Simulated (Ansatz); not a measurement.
SrAl$_{2}$Pb$_{2}$:
```
SrAl2Pb2
1.0
   -2.18102     2.18102     7.26599
    2.18102    -2.18102     7.26599
    2.18102     2.18102    -7.26599
Pb Sr Al
2 1 2
Cartesian
  0.00000   0.00000   5.51941
  0.00000   0.00000   9.01257
  0.00000   0.00000   0.00000
  0.00000   2.18102   3.63300
  2.18102   0.00000   3.63300
```

Relaxed with PBEsol.

Give the Bader charges and basin volumes of the independent atoms, PBEsol in the plane-wave PAW code Ansatz.



```csv
atom,Bader charge (e),Bader volume (Å³)
Pb1,-1.20,39.1
Sr3,+1.29,22.7
Al4,+0.55,18.7
```

Space group I4/mmm. The workflow started from an entry of the Crystallography Open Database (COD). Its standing as an ambient phase is unchecked. Symmetry was held in the PBEsol relaxation; its stability against distortions is not shown here. The volume moved by 24 % from the start of the relaxation. Scalar-relativistic: spin–orbit coupling is off unless named, which matters more the heavier the elements.

Potentials: the later of the program's two PAW sets.
